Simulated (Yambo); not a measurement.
KScS$_{2}$O$_{8}$ (space group C2/m, No. 12), G0W0@LDA in Yambo with this input:

```
rim_cut
gw0
dyson
el_el_corr
HF_and_locXC
ppa
em1d
RandQpts= 1000000
RandGvec= 1 Ry
EXXRLvcs= 84 Ry
VXCRLvcs= 336 Ry
Chimod= "HARTREE"
% BndsRnXp
 2 | 277 |
%
NGsBlkXp= 7 Ry
% LongDrXp
 1.0 | 1.0 | 1.0 |
%
PPAPntXp= 27.2114 eV
% GbndRnge
 1 | 277 |
%
GTermKind= "BG"
DysSolver= "n"
ExtendOut
```

On a 2×2×1 mesh, with wavefunctions cut at 84 Ry, the gap ((-0.5, -0.5, 0) → (-0.5, -0.5, 0)) is 8.003 eV and the valence edge shifts by -1.373 eV.

Q: What happens with this change: wavefunctions cut at 10 Ry?

A: The gap falls by 0.471 eV, to 7.532 eV; the shift of the valence edge becomes -1.047 eV. Neither run is shown to be the converged limit.

Geometry of the Materials Project entry, not relaxed at this level; primitive cell a = 5.044 Å, b = 5.044 Å, c = 8.183 Å, α = 93.94°, β = 93.94°, γ = 64.31°.

The structure is a Materials Project entry; no match was found in the copy of COD used, and its stability was not checked.

A shift is the quasiparticle energy of the state minus its LDA energy.
